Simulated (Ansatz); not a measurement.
The relaxed structure here is a generated cell of SnO: the first start was made by placing the elements on the sites of a structure type, and the end was not matched to a known phase here, so it may be hypothetical. Known forms of SnO include space group No. 129.

A relaxed structure of SnO. Computed with PBEsol (plane waves to 420 eV, PAW, scalar-relativistic; Ansatz, a program for electronic structure).

```
CELL_PARAMETERS angstrom
      3.10883     0.00000     0.00000
      0.00000     5.93072     0.00000
      0.00000     0.00000     3.48510
ATOMIC_POSITIONS crystal
  Sn 0.00000 0.00000 0.53559
  Sn 0.50000 0.50000 0.88748
  O  0.00000 0.25494 0.07902
  O  0.00000 0.74506 0.07902
```

Problem. Find the space group and the Wyckoff positions (tolerance 0.01 Å).

Solution. Space group Pmm2 (No. 25); a = 3.109 Å, b = 5.931 Å, c = 3.485 Å, α = 90.00°, β = 90.00°, γ = 90.00°

```json
[
 {"atom": "Sn", "site": "1a", "symmetry": "mm2", "x": "0.0000", "y": "0.0000", "z": "0.5356"},
 {"atom": "Sn", "site": "1d", "symmetry": "mm2", "x": "0.5000", "y": "0.5000", "z": "0.8875"},
 {"atom": "O", "site": "2g", "symmetry": "m..", "x": "0.0000", "y": "0.2549", "z": "0.0790"}
]
```

Problem. Give the shortest distances between elements (the closest pairs, up to four, under 3.6 Å).

Solution. O–Sn 2.19 Å; O–O 2.91 Å; Sn–Sn 3.11 Å.

| Item | Value |
|---|---|
| Volume per atom | 16.06 Å³ |
| Density | 6.96 g/cm³ |
| Band gap | zero (metallic) |

No spin polarisation in the result.

The run could not lose the symmetry of its start: the end is stationary, and may be a saddle point rather than a minimum.

It was reached from a disturbed copy of a P4₂/mmc (No. 131) cell, against which it lies -0.02 eV/atom.
